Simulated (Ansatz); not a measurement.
HfB: projected DOS by orbital

```
CELL_PARAMETERS angstrom
0.00000 2.31000 2.31000
2.31000 0.00000 2.31000
2.31000 2.31000 0.00000
ATOMIC_POSITIONS crystal
Hf 0.50000 0.50000 0.50000
B 0.00000 0.00000 0.00000
```

Atom numbers follow the list: Hf1, B2.

The geometry is COD entry 1511179, unchecked; take it as a test cell.

Spin polarisation is left out, and whether a magnetic state lies lower isn't shown here.

No spin–orbit coupling, which matters for the heavy atoms here.

These are results of Ansatz 0.2.0, DFT, LDA, all-electron LAPW, scalar-relativistic, not measurements.

Sampling and basis: a Γ-centred 15×15×15 k mesh, Fermi–Dirac smearing of 0.05 eV, basis error target 0.25 meV/atom, no spin polarisation.

States per eV for one atom of each kind, in 0.4 eV bins named by their centres, from the Fermi level, projected on a minimal set of Löwdin-orthogonalised atomic shells; orbitals are real harmonics on the Cartesian axes, equal curves share a column, and empty bins are left out, as is all above 3.8 eV, near the top of the computed bands.

Hf1 4f:

```
# E all fz3 fxz2=fyz2 fz(x2-y2) fxyz fx(x2-3y2)=fy(3x2-y2)
-9.9 34.92 4.98 4.99 4.99 5.00 4.99
-5.5 0.01 0.00 0.00 0.00 0.00 0.00
```

Hf1 5d:

```
# E all dz2=dx2-y2 dxz=dyz=dxy
-9.9 0.02 0.01 0.00
-7.9 0.01 0.00 0.00
-7.5 0.02 0.01 0.00
-7.1 0.03 0.01 0.00
-6.7 0.12 0.05 0.01
-6.3 0.28 0.13 0.01
-5.9 0.32 0.14 0.01
-5.5 0.43 0.19 0.01
-5.1 0.33 0.14 0.02
-4.7 0.07 0.02 0.01
-4.3 0.01 0.00 0.00
-3.9 0.11 0.02 0.02
-3.5 0.21 0.03 0.05
-3.1 0.30 0.05 0.07
-2.7 0.34 0.06 0.07
-2.3 0.36 0.08 0.07
-1.9 0.28 0.06 0.06
-1.5 0.35 0.06 0.08
-1.1 2.11 0.27 0.52
-0.7 1.20 0.35 0.17
-0.3 0.72 0.21 0.10
0.1 0.46 0.13 0.07
0.5 0.33 0.09 0.05
0.9 0.24 0.06 0.04
1.3 0.18 0.03 0.04
1.7 0.13 0.01 0.03
2.1 0.18 0.00 0.06
2.5 0.29 0.01 0.09
2.9 0.34 0.01 0.11
3.3 0.38 0.01 0.12
3.7 0.46 0.03 0.13
```

B2 2p:

```
# E all pz=px=py
-9.9 0.03 0.01
-8.7 0.01 0.00
-8.3 0.01 0.00
-7.9 0.02 0.01
-7.5 0.03 0.01
-7.1 0.04 0.01
-6.7 0.05 0.02
-6.3 0.06 0.02
-5.9 0.07 0.02
-5.5 0.07 0.02
-5.1 0.07 0.02
-4.7 0.03 0.01
-3.9 0.08 0.03
-3.5 0.18 0.06
-3.1 0.27 0.09
-2.7 0.32 0.11
-2.3 0.40 0.13
-1.9 0.31 0.10
-1.5 0.27 0.09
-1.1 1.81 0.60
-0.7 0.90 0.30
-0.3 0.59 0.20
0.1 0.39 0.13
0.5 0.30 0.10
0.9 0.24 0.08
1.3 0.20 0.07
1.7 0.13 0.04
2.1 0.15 0.05
2.5 0.26 0.09
2.9 0.23 0.08
3.3 0.19 0.06
3.7 0.17 0.06
```

Hf1 6s:

```
# E all
-9.5 0.01
-9.1 0.04
-8.7 0.05
-8.3 0.06
-7.9 0.07
-7.5 0.08
-7.1 0.08
-6.7 0.10
-6.3 0.10
-5.9 0.08
-5.5 0.06
-5.1 0.04
-4.7 0.01
-3.9 0.01
-3.5 0.03
-3.1 0.04
-2.7 0.04
-2.3 0.04
-1.9 0.03
-1.5 0.01
-1.1 0.01
-0.7 0.01
-0.3 0.01
2.9 0.01
3.3 0.01
3.7 0.01
```

B2 2s:

```
# E all
-9.9 0.02
-9.1 0.02
-8.7 0.03
-8.3 0.04
-7.9 0.06
-7.5 0.07
-7.1 0.09
-6.7 0.16
-6.3 0.27
-5.9 0.30
-5.5 0.40
-5.1 0.34
-4.7 0.08
-4.3 0.01
-3.9 0.10
-3.5 0.08
-3.1 0.08
-2.7 0.07
-2.3 0.05
-1.9 0.04
-1.5 0.03
-1.1 0.08
-0.7 0.02
-0.3 0.02
0.1 0.01
0.5 0.01
0.9 0.01
2.5 0.01
2.9 0.01
3.3 0.02
3.7 0.02
```
